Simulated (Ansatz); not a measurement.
Relaxed candidate structures of TiC:

A. P6/mmm (No. 191), hP6; a = 5.2721 Å, b = 5.2721 Å, c = 2.9467 Å, α = 90.00°, β = 90.00°, γ = 120.00°; Ti 3f (0.000, 0.500, 0.000); C 1a (0.000, 0.000, 0.000); C 2d (0.333, 0.667, 0.500)

B. Fm-3m (No. 225), cF8, rock salt type; a = 4.2933 Å, b = 4.2933 Å, c = 4.2933 Å, α = 90.00°, β = 90.00°, γ = 90.00°; C 4a (0.000, 0.000, 0.000); Ti 4b (0.500, 0.500, 0.500)

C. R-3m, hexagonal axes (No. 166), hR4; a = b = 2.9366 Å, c = 15.8638 Å, α = β = 90.00°, γ = 120.00°; Ti 6c (0.000, 0.000, 0.090); C 6c (0.000, 0.000, 0.335)

D. Cmc2₁ (No. 36), oS16; a = 3.172 Å, b = 10.250 Å, c = 5.077 Å, α = 90.00°, β = 90.00°, γ = 90.00°; C 4a (0.000, 0.178, 0.461); C 4a (0.000, 0.043, 0.333); Ti 4a (0.000, 0.178, 0.018); Ti 4a (0.000, 0.447, 0.097)

E. P6₃/mmc (No. 194), hP4; a = 3.583 Å, b = 3.583 Å, c = 4.249 Å, α = 90.00°, β = 90.00°, γ = 120.00°; Ti 2d (0.667, 0.333, 0.250); C 2c (0.333, 0.667, 0.250)

Question: Put the candidates in order of energy per atom, lowest first, for PBEsol (plane waves to 420 eV, PAW, scalar-relativistic; Ansatz, an electronic-structure program).

Answer: B (reference, the lowest among the structures calculated here), E (+0.30 eV/atom), D (+0.41 eV/atom), C (+1.01 eV/atom), A (+1.13 eV/atom)

1 run with a doubtful electronic state, a coarser numerical grid, an end not at rest or a source that can't be used is left out. Each run could gain symmetry but not lose that of its start, so entries can be saddle points. From databases, or of a type measured for this composition: Fm-3m, cF8, rock salt type; the others are generated cells (placed on structure types, drawn at random, substituted or restacked) that were not matched to a known phase here. Static energies at zero pressure. No spin polarisation in the result.
